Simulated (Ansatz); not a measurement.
BaMg$_{2}$As$_{2}$:
```
BaMg2As2
1.0
    4.48447     0.00000     0.00000
   -2.24224     3.88367     0.00000
    0.00000     0.00000     7.75825
Ba Mg As
1 2 2
Direct
  0.00000   0.00000   0.00000
  0.66667   0.33333   0.37750
  0.33333   0.66667   0.62250
  0.66667   0.33333   0.72577
  0.33333   0.66667   0.27423
```

r²SCAN (plane waves, PAW; program Ansatz) gives a gap of 1.44 eV without spin–orbit coupling, maximum at Γ, minimum at M.

Q: What happens when spin–orbit coupling is switched on?

A: The gap shrinks by 0.09 eV, to 1.35 eV; maximum at Γ, minimum at M.

Q: Give the electron effective mass with spin–orbit coupling.

A: 0.17, 0.82, 1.6 mₑ (principal values).

Q: Give the hole effective mass with spin–orbit coupling.

A: 0.23, 0.23, 0.81 mₑ (principal values).

Space group P-3m1. The first step of the workflow began from a Materials Project structure, measured or hypothetical; the Crystallography Open Database copy checked does not list it. Its standing as an ambient phase is unchecked. Symmetry was held in the r²SCAN relaxation; whether a distortion lowers the energy is not shown.

Potentials: the later of the program's two PAW sets.
